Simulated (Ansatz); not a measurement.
**Al3Pt: rattling a relaxed structure**

The structure comes from a generated guess, relaxed at this level; another structure or a mixture of phases may lie lower.

Computed with Ansatz, DFT PBE, scalar-relativistic, plane waves, PAW. Settings: cutoff 420 eV, Γ-centred mesh 12×12×10 on the computed 4-atom cell, Gaussian smearing of 0.10 eV; no spin polarisation.

The cell below (4 atoms, space group P-3m1 (No. 164)) is relaxed within its symmetry.

```cif
data_structure
_symmetry_space_group_name_H-M 'P 1'
_symmetry_Int_Tables_number 1
_cell_length_a 4.1360
_cell_length_b 4.1360
_cell_length_c 5.0230
_cell_angle_alpha 90.000
_cell_angle_beta 90.000
_cell_angle_gamma 120.000
_cell_volume 74.41
loop_
_atom_site_label
_atom_site_type_symbol
_atom_site_fract_x
_atom_site_fract_y
_atom_site_fract_z
_atom_site_occupancy
Al1 Al 0.33333 0.66667 0.31765 1
Al2 Al 0.66667 0.33333 0.68235 1
Al3 Al 0.00000 0.00000 0.00000 1
Pt1 Pt 0.00000 0.00000 0.50000 1
```

For the test a repeat of it with 8 atoms (edges 4.14, 4.14, 10.05 Å) was strained at random (σ = 1.5 % a component), the atoms were moved at random (σ = 0.05 Å), and all was relaxed again on a coarse 6×6×2 mesh (in the run’s order of axes) with 0.20 eV smearing, with no symmetry imposed.

Spin–orbit coupling, which can matter for Pt, is left out.

Task: Is the structure stable against such a distortion?

Result: It returns, within 1 meV/atom of the unmoved cell on that mesh and with the same symmetry when read at 0.1 Å (C2/m at 0.01 Å, so small strains and shifts remain). No instability shows in this cell; modes of other wave vectors, which need another repeat, aren't tested.
